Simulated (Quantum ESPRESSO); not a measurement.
Mo3WS7Se, input and log of a self-consistent run

Computed values, not a measurement. The program is pw.x of Quantum ESPRESSO 7.5 (plane-wave density functional theory). The cell is made up: 12 atoms on a layered 2H lattice, with randomly drawn elements, strain and displacements, not relaxed. PseudoDojo standard norm-conserving files (v0.5 for PBE, v0.4.1 for LDA and PBEsol) set the functional; there is no spin polarisation, spin-orbit coupling or dispersion term, and the masses in the input are unused placeholders. A spin-polarised start on this cell or one of its family kept no moment.

Input:

```
&control calculation='scf', pseudo_dir='./dojo.nc.sr.pbe.v0_5.standard.upf', outdir='./o', disk_io='low', tprnfor=.true., tstress=.true. /
&system ibrav=0, nat=12, ntyp=4, nbnd=63, ecutwfc=107.82251126, nosym=.true., tot_charge=0,
 occupations='smearing', smearing='fd', degauss=0.0018374661
/
&electrons conv_thr=7.350e-09, electron_maxstep=60, /
ATOMIC_SPECIES
Mo 1.0 Mo.upf
S 1.0 S.upf
Se 1.0 Se.upf
W 1.0 W.upf
CELL_PARAMETERS angstrom
3.2923 -0.0409 0.0051
-0.0709 5.7352 0.0129
0.0202 0.0296 12.8654
ATOMIC_POSITIONS angstrom
Mo -0.017 1.9425 3.2075
Mo 1.6575 0.9956 9.6636
W 1.5851 4.8142 3.268
Mo -0.0282 3.8513 9.6842
S 0.0132 1.9193 8.0749
S -0.0087 1.9866 11.2754
S 1.6607 0.9045 1.6162
S 1.6479 0.9852 4.8532
S 1.6204 4.7817 8.0446
S 1.5857 4.8141 11.2705
S -0.0591 3.8425 1.6659
Se -0.0957 3.8522 4.8547
K_POINTS automatic
9 6 4 1 1 1
```

The log is shortened where brackets say so; the opening notice, blank lines, dates and the lines on written files are dropped, and the path of the files is cut. It prints rydbergs, bohrs and kilobars, and counts compression as positive stress. With no partly filled state, the Fermi energy that it prints is only some level between the filled and the empty states on the mesh, and need not lie in the true gap.

```
     Program PWSCF v.7.5
     Parallel version (MPI & OpenMP), running on       4 processor cores
     Number of MPI processes:                 4
     Threads/MPI process:                     1
     [start-up lines left out]
     bravais-lattice index     =            0
     lattice parameter (alat)  =       6.2220  a.u.
     unit-cell volume          =    1639.0712 (a.u.)^3
     number of atoms/cell      =           12
     number of atomic types    =            4
     number of electrons       =       114.00
     number of Kohn-Sham states=           63
     kinetic-energy cutoff     =     107.8225  Ry
     charge density cutoff     =     431.2900  Ry
     scf convergence threshold =      7.3E-09
     mixing beta               =       0.7000
     number of iterations used =            8  plain     mixing
     Exchange-correlation= PBE
                           (   1   4   3   4   0   0   0)
     [axes and pseudopotential details left out]
   Cartesian axes
     site n.     atom                  positions (alat units)
         1        Mo     tau(   1) = (  -0.0051632   0.5899668   0.9741666  )
         2        Mo     tau(   2) = (   0.5034080   0.3023789   2.9349825  )
         3        W      tau(   3) = (   0.4814190   1.4621459   0.9925414  )
         4        Mo     tau(   4) = (  -0.0085648   1.1696985   2.9412390  )
         5        S      tau(   5) = (   0.0040090   0.5829206   2.4524701  )
         6        S      tau(   6) = (  -0.0026423   0.6033607   3.4245107  )
         7        S      tau(   7) = (   0.5043799   0.2747104   0.4908646  )
         8        S      tau(   8) = (   0.5004923   0.2992202   1.4739907  )
         9        S      tau(   9) = (   0.4921402   1.4522751   2.4432675  )
        10        S      tau(  10) = (   0.4816012   1.4621155   3.4230225  )
        11        S      tau(  11) = (  -0.0179496   1.1670258   0.5059592  )
        12        Se     tau(  12) = (  -0.0290655   1.1699718   1.4744463  )
     number of k points=   108  Fermi-Dirac smearing, width (Ry)=  0.0018
     Number of k-points >= 100: set verbosity='high' to print them.
     Dense  grid:   247879 G-vectors     FFT dimensions: (  45,  72, 162)
     Estimated max dynamical RAM per process >       1.21 GB
     Estimated total dynamical RAM >       4.67 GB
     Initial potential from superposition of free atoms
     starting charge     113.9949, renormalised to     114.0000
     Starting wfcs are   77 randomized atomic wfcs
     total cpu time spent up to now is       32.1 secs
     per-process dynamical memory:  1087.8 Mb
     Self-consistent Calculation
     iteration #  1     ecut=   107.82 Ry     beta= 0.70
     Davidson diagonalization with overlap
     ethr =  1.00E-02,  avg # of iterations =  2.0
     total cpu time spent up to now is      116.5 secs
     total energy              =    -969.19369827 Ry
     estimated scf accuracy    <       2.14109380 Ry
     iteration #  2     ecut=   107.82 Ry     beta= 0.70
     Davidson diagonalization with overlap
     ethr =  1.88E-03,  avg # of iterations =  8.5
     total cpu time spent up to now is      257.4 secs
     total energy              =    -965.31919428 Ry
     estimated scf accuracy    <      50.79181912 Ry
     iteration #  3     ecut=   107.82 Ry     beta= 0.70
     Davidson diagonalization with overlap
     ethr =  1.88E-03,  avg # of iterations = 12.1
     total cpu time spent up to now is      394.2 secs
     total energy              =    -966.16948529 Ry
     estimated scf accuracy    <     132.17173415 Ry
     iteration #  4     ecut=   107.82 Ry     beta= 0.70
     Davidson diagonalization with overlap
     c_bands:  1 eigenvalues not converged
     ethr =  1.88E-03,  avg # of iterations =  9.8
     total cpu time spent up to now is      494.6 secs
     total energy              =    -970.29376167 Ry
     estimated scf accuracy    <       0.76036543 Ry
     iteration #  5     ecut=   107.82 Ry     beta= 0.70
     Davidson diagonalization with overlap
     ethr =  6.67E-04,  avg # of iterations =  8.3
     total cpu time spent up to now is      594.7 secs
     total energy              =    -970.52566385 Ry
     estimated scf accuracy    <       0.44482513 Ry
     [iterations 6 to 17 left out]
     iteration # 18     ecut=   107.82 Ry     beta= 0.70
     Davidson diagonalization with overlap
     ethr =  3.31E-09,  avg # of iterations =  2.2
     total cpu time spent up to now is     1800.1 secs
     total energy              =    -970.57491820 Ry
     estimated scf accuracy    <       0.00000027 Ry
     iteration # 19     ecut=   107.82 Ry     beta= 0.70
     Davidson diagonalization with overlap
     ethr =  2.41E-10,  avg # of iterations =  5.2
     total cpu time spent up to now is     1888.7 secs
     total energy              =    -970.57491829 Ry
     estimated scf accuracy    <       0.00000015 Ry
     iteration # 20     ecut=   107.82 Ry     beta= 0.70
     Davidson diagonalization with overlap
     ethr =  1.27E-10,  avg # of iterations =  3.4
     total cpu time spent up to now is     1963.0 secs
     total energy              =    -970.57491830 Ry
     estimated scf accuracy    <       0.00000008 Ry
     iteration # 21     ecut=   107.82 Ry     beta= 0.70
     Davidson diagonalization with overlap
     ethr =  6.85E-11,  avg # of iterations =  2.3
     total cpu time spent up to now is     2029.2 secs
     total energy              =    -970.57491830 Ry
     estimated scf accuracy    <       0.00000004 Ry
     iteration # 22     ecut=   107.82 Ry     beta= 0.70
     Davidson diagonalization with overlap
     ethr =  3.81E-11,  avg # of iterations =  2.0
     total cpu time spent up to now is     2094.1 secs
     End of self-consistent calculation
     Number of k-points >= 100: set verbosity='high' to print the bands.
     the Fermi energy is    10.0219 ev
!    total energy              =    -970.57491831 Ry
     estimated scf accuracy    <          3.7E-09 Ry
     smearing contrib. (-TS)   =      -0.00000000 Ry
     internal energy E=F+TS    =    -970.57491831 Ry
     The total energy is F=E-TS. E is the sum of the following terms:
     one-electron contribution =    -571.69188748 Ry
     hartree contribution      =     324.54708108 Ry
     xc contribution           =    -186.85115585 Ry
     ewald contribution        =    -536.57895605 Ry
     convergence has been achieved in  22 iterations
     Forces acting on atoms (cartesian axes, Ry/au):
     atom    1 type  1   force =     0.00496871   -0.04332184   -0.00817174
     atom    2 type  1   force =    -0.00227999   -0.01646892    0.00455569
     atom    3 type  4   force =    -0.01094981    0.02232731   -0.06346394
     atom    4 type  1   force =    -0.00248653    0.01135445   -0.02063482
     atom    5 type  2   force =    -0.00156512    0.01329700    0.04490890
     atom    6 type  2   force =     0.00213393   -0.01021628   -0.04676033
     atom    7 type  2   force =    -0.00547774    0.01969543    0.04892445
     atom    8 type  2   force =    -0.00403209   -0.00314673   -0.05719753
     atom    9 type  2   force =    -0.00238250    0.00392306    0.06649923
     atom   10 type  2   force =     0.00657421   -0.00179633   -0.04717875
     atom   11 type  2   force =     0.00226050    0.01036849    0.03715344
     atom   12 type  3   force =     0.01323643   -0.00601564    0.04136539
     Total force =     0.167941     Total SCF correction =     0.000250
     Computing stress (Cartesian axis) and pressure
          total   stress  (Ry/bohr**3)                   (kbar)     P=      -82.44
  -0.00057483   0.00009945   0.00004247          -84.56       14.63        6.25
   0.00009945  -0.00062357  -0.00012471           14.63      -91.73      -18.35
   0.00004247  -0.00012471  -0.00048291            6.25      -18.35      -71.04
     init_run     :     30.06s CPU     31.23s WALL (       1 calls)
     electrons    :   2043.74s CPU   2062.01s WALL (       1 calls)
     forces       :     12.78s CPU     12.88s WALL (       1 calls)
     stress       :     45.09s CPU     46.18s WALL (       1 calls)
     [timing details left out]
     PWSCF        :  35m32.87s CPU  35m53.84s WALL
     JOB DONE.
```

In other units: free energy -13205.344 eV for the cell, pressure -8.24 GPa, largest force component 1.710 eV/Å. This run is the check on a run of the same cell at 1170 eV and a 7 x 4 x 2 mesh: rerunning at 1467 eV and a 9 x 6 x 4 mesh moved values by no more than 0.002 eV in energy, 0.02 GPa in stress and 0.002 eV/Å in force.